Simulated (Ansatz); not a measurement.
Li2SeO4 — ¹⁷O NMR of the central transition

Cell: a computed structure from the Materials Project (it need not be an observed phase), atoms as given.

```cif
data_Li2SeO4
_symmetry_space_group_name_H-M 'R-3:H'
_symmetry_Int_Tables_number 148
_cell_length_a 13.2382
_cell_length_b 13.2382
_cell_length_c 11.7437
_cell_angle_alpha 90.000
_cell_angle_beta 90.000
_cell_angle_gamma 120.000
loop_
_atom_site_label
_atom_site_type_symbol
_atom_site_symmetry_multiplicity
_atom_site_Wyckoff_symbol
_atom_site_fract_x
_atom_site_fract_y
_atom_site_fract_z
Li1 Li 18 f 0.2175 0.0497 0.5919
Li3 Li 18 f 0.1264 0.4488 0.5556
Se Se 18 f 0.9264 0.1852 0.3215
O19 O 18 f 0.1853 0.1776 0.5684
O21 O 18 f 0.1862 0.1356 0.2644
O22 O 18 f 0.3929 0.1801 0.3556
O24 O 18 f 0.6787 0.6270 0.5669
```

One atom of each set is listed; the run and its k-mesh use a cell of 42 atoms with edges of 8.59, 8.59, 8.59 Å.

Method: Kohn–Sham DFT in Ansatz, PBE, plane waves and PAW, scalar-relativistic, 420 eV cutoff, Γ-centred 3×3×3 k-points, Fermi–Dirac smearing 0.02 eV.

¹⁷O has I = 5/2 and Q = -25.58 mb (Pyykkö 2018); at 16.4 T its Larmor frequency is ν₀ = 94.7 MHz. Only the quadrupole interaction is simulated: positions count from each site's isotropic chemical shift, and J coupling is left out, as are shift anisotropy and dipolar coupling, which fast spinning averages.

(1) What does the ¹⁷O spectrum (fast magic-angle spinning) show for each site?

## Answers

(1) 

```csv
site,first shell,C_Q (MHz),η,P_Q (MHz),δ_QIS (ppm),breadth (kHz)
O19,"1 Se at 1.68 Å, 2 Li at 1.96–2.00 Å; also 1 Li at 3.06 Å",-10.8,0.17,10.9,-79.2,16.8
O21,"1 Se at 1.68 Å, 2 Li at 2.05–2.08 Å",-10.9,0.23,11.0,-81.6,17.5
O22,"1 Se at 1.67 Å, 2 Li at 1.95–2.17 Å; also 1 Li at 3.31 Å",-10.9,0.21,11.0,-80.3,17.2
O24,"1 Se at 1.67 Å, 2 Li at 2.07–2.11 Å",-10.9,0.07,10.9,-79.1,16.4
```

δ_QIS = −(ν_Q²/30ν₀²)[I(I+1) − 3/4](1 + η²/3) × 10⁶ ppm with ν_Q = 3|C_Q|/[2I(2I−1)]; it falls as 1/B₀² in ppm, and the breadth as 1/B₀ in kHz.

The broadest static pattern spans 47 kHz. The table holds for spinning faster than that; slower spinning leaves sidebands.

At O19, O21, O22 and O24 V_zz points along its shortest bond, to Se (within 5°) in each case.

The largest force is 0.3 eV/Å, so the atoms aren't at the calculated equilibrium and relaxing them would move these values.
